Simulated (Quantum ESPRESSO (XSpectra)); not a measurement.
Quantum ESPRESSO (XSpectra) run for X-ray absorption at the Ga K edge of GaSb (F-43m). Geometry: Materials Project entry mp-1156 (a computed structure). The cell is the entry's, not relaxed again. The ground-state test found no gap over 0.25 eV with this functional, so the cell is neutral with smeared occupations; energies count from the Fermi level. pw.x input:

```
&CONTROL
  calculation = 'scf'
  prefix = 'x'
  pseudo_dir = './pseudo'
  outdir = './out'
/
&SYSTEM
  ibrav = 0
  nat = 12
  ntyp = 3
  ecutwfc = 67
  input_dft = 'PZ'
  occupations = 'smearing'
  smearing = 'mv'
  degauss = 0.02
/
&ELECTRONS
  conv_thr = 1.2e-07
  mixing_beta = 0.4
/
ATOMIC_SPECIES
Gah 69.723 Ga.lda-tm-gipaw-star1s.UPF
Ga 69.723 Ga.lda-tm-gipaw.UPF
Sb 121.760 Sb.upf
CELL_PARAMETERS angstrom
  -3.068605000    3.068605000    6.137210000
   3.068605000    6.137210000    3.068605000
  -3.068605000    6.137210000   -3.068605000
ATOMIC_POSITIONS crystal
Gah    0.000000000    0.000000000    0.000000000
Ga     1.000000000    0.500000000    0.500000000
Ga     0.333333333    0.333333333    0.000000000
Ga     0.666666667    0.166666667    0.500000000
Ga     0.333333333    0.833333333    0.500000000
Ga     0.666666667    0.666666667    0.000000000
Sb     0.000000000    0.375000000    0.875000000
Sb     0.000000000    0.875000000    0.375000000
Sb     0.333333333    0.708333333    0.875000000
Sb     0.666666667    0.541666667    0.375000000
Sb     0.333333333    0.208333333    0.375000000
Sb     0.666666667    0.041666667    0.875000000
K_POINTS automatic
4 4 4 0 0 0
```

xspectra.x input:

```
&input_xspectra
  calculation = 'xanes_dipole'
  edge = 'K'
  prefix = 'x'
  outdir = './out'
  xonly_plot = .false.
  xiabs = 1
  xcoordcrys = .false.
  xepsilon(1) = 1.0
  xepsilon(2) = 0.0
  xepsilon(3) = 0.0
  xe0 = 6.9891
  xniter = 1500
  xcheck_conv = 50
  xerror = 0.002
  x_save_file = 'x0.sav'
/
&plot
  xnepoint = 451
  xemin = -5.0
  xemax = 40.0
  xgamma = 1.5
  terminator = .true.
  cut_occ_states = .true.
/
&pseudos
  filecore = 'core.wfc'
/
&cut_occ
  cut_desmooth = 0.1
  cut_stepl = 0.01
  cut_ierror = 1e-6
/
4 4 3 1 1 1
```

End of the pw.x output:

```
     7.7152   7.9840   8.0791   8.5342   8.8972   8.9353   9.1089   9.4547
     9.4688   9.5732

          k = 0.7144-0.3062-0.1021 ( 21634 PWs)   bands (ev):

   -22.4523 -22.4489 -22.4344 -22.4311 -22.4305 -22.4298 -22.4285 -22.4119
   -22.4086 -22.4046 -22.4023 -22.4016 -22.4011 -22.4010 -22.3848 -22.3835
   -22.3821 -22.3797 -22.3524 -22.3515 -22.2225 -22.2215 -22.2207 -22.2197
   -22.2191 -22.2173 -22.2055 -22.2042 -22.2042 -22.2027  -4.5245  -3.9894
    -3.9222  -3.8045  -3.4740  -3.3088  -0.7068   0.2035   0.6230   1.0210
     1.1200   1.1444   2.9802   3.1078   3.5388   3.6116   3.6271   3.7863
     4.0448   4.3717   4.3929   4.5047   4.5351   4.6348   7.2857   7.7618
     7.8172   8.0099   8.1318   8.2018   8.6825   9.0632   9.3016   9.3291
     9.7818  10.0522

     the Fermi energy is     6.9891 ev

!    total energy              =   -1278.88929146 Ry
     estimated scf accuracy    <       0.00000003 Ry
     smearing contrib. (-TS)   =      -0.00344796 Ry
     internal energy E=F+TS    =   -1278.88584350 Ry

     The total energy is F=E-TS. E is the sum of the following terms:
     one-electron contribution =    -570.10765224 Ry
     hartree contribution      =     329.42677139 Ry
     xc contribution           =    -441.16411410 Ry
     ewald contribution        =    -597.04084856 Ry

     convergence has been achieved in  10 iterations

     XML data file, charge density, pseudopotentials, collected wavefunctions
```

xspectra.x output, shortened:

```
... Begin STEP 1 ...

        Radial transition matrix element(s) used in the calculation of the
        initial vector of the Lanczos basis (|tilde{phi}_abs> normalized)
        | For PAW proj. (l=1) #1: radial matrix element =   0.003666168
        | For PAW proj. (l=1) #2: radial matrix element =   0.004469253

NB: the    12 k-point are not all listed below because npool=  4
        |-------------------------------------------------------------
        ! k-point #     1:  (-0.0765,  0.1786,  0.0255),  0.0417,   1
        |-------------------------------------------------------------
 okvan= F
        |   Norm of the initial Lanczos vector: 0.29711698E-02
        !   => CONVERGED at iter    300 with error=  0.00190120
        |-------------------------------------------------------------
        ! k-point #     2:  (-0.2807,  0.3827, -0.1786),  0.0417,   1
        |-------------------------------------------------------------
 okvan= F
        |   Norm of the initial Lanczos vector: 0.29711713E-02
        !   => CONVERGED at iter    300 with error=  0.00125741
        |-------------------------------------------------------------
        ! k-point #     3:  (-0.4848,  0.5869, -0.3827),  0.0417,   1
        |-------------------------------------------------------------
 okvan= F
        |   Norm of the initial Lanczos vector: 0.29711689E-02
        !   => CONVERGED at iter    300 with error=  0.00098251
        |-------------------------------------------------------------

        ...
... Begin STEP 2 ...

     The spectrum is calculated using the following parameters:
        xe0 [eV]:    6.9891
        the occupied states are elimintate from the spectrum
        xemin [eV]:  -5.00
        xemax [eV]:  40.00
        xnepoint:  451
        constant broadening parameter [eV]:    1.500
        Core level energy [eV]: -0.1037E+05
         (from electron binding energy of neutral atoms in X-ray data booklet)

     Cross-section successfully written in xanes.dat

     ... End STEP 2 ...

     xanes        :     71.10s CPU     71.33s WALL (       1 calls)

     -------------------------------------------------------------------------
                                END JOB XSpectra
     -------------------------------------------------------------------------
```

xanes.dat for the field along x, every fifth line (energy in eV, cross section):

```
   -5.000   9.5760e-05
   -4.500   1.0750e-04
   -4.000   1.2200e-04
   -3.500   1.4000e-04
   -3.000   1.6290e-04
   -2.500   1.9280e-04
   -2.000   2.3270e-04
   -1.500   2.8740e-04
   -1.000   3.6370e-04
   -0.500   4.6950e-04
    0.000   6.0710e-04
    0.500   7.6510e-04
    1.000   9.2200e-04
    1.500   1.0640e-03
    2.000   1.1730e-03
    2.500   1.2270e-03
    3.000   1.2210e-03
    3.500   1.1790e-03
    4.000   1.1250e-03
    4.500   1.0710e-03
    5.000   1.0230e-03
    5.500   9.8360e-04
    6.000   9.5250e-04
    6.500   9.3120e-04
    7.000   9.1710e-04
    7.500   9.1010e-04
    8.000   9.1370e-04
    8.500   9.2730e-04
    9.000   9.4340e-04
    9.500   9.4820e-04
   10.000   9.2730e-04
   10.500   8.8090e-04
   11.000   8.2200e-04
   11.500   7.6390e-04
   12.000   7.1730e-04
   12.500   6.8740e-04
   13.000   6.7090e-04
   13.500   6.6300e-04
   14.000   6.6150e-04
   14.500   6.6420e-04
   15.000   6.6700e-04
   15.500   6.6770e-04
   16.000   6.6750e-04
   16.500   6.6780e-04
   17.000   6.6930e-04
   17.500   6.7320e-04
   18.000   6.7990e-04
   18.500   6.8820e-04
   19.000   6.9890e-04
   19.500   7.1280e-04
   20.000   7.2670e-04
   20.500   7.3340e-04
   21.000   7.2820e-04
   21.500   7.1120e-04
   22.000   6.8580e-04
   22.500   6.5850e-04
   23.000   6.3640e-04
   23.500   6.2330e-04
   24.000   6.1950e-04
   24.500   6.2530e-04
   25.000   6.4420e-04
   25.500   6.7850e-04
   26.000   7.2260e-04
   26.500   7.6380e-04
   27.000   7.9160e-04
   27.500   8.0340e-04
   28.000   8.0070e-04
   28.500   7.8750e-04
   29.000   7.7040e-04
   29.500   7.5330e-04
   30.000   7.3460e-04
   30.500   7.1100e-04
   31.000   6.8380e-04
   31.500   6.5690e-04
   32.000   6.3230e-04
   32.500   6.0810e-04
   33.000   5.8410e-04
   33.500   5.6430e-04
   34.000   5.5180e-04
   34.500   5.4550e-04
   35.000   5.4150e-04
   35.500   5.3730e-04
   36.000   5.3240e-04
   36.500   5.2750e-04
   37.000   5.2410e-04
   37.500   5.2400e-04
   38.000   5.2740e-04
   38.500   5.3160e-04
   39.000   5.3390e-04
   39.500   5.3500e-04
   40.000   5.3880e-04
```
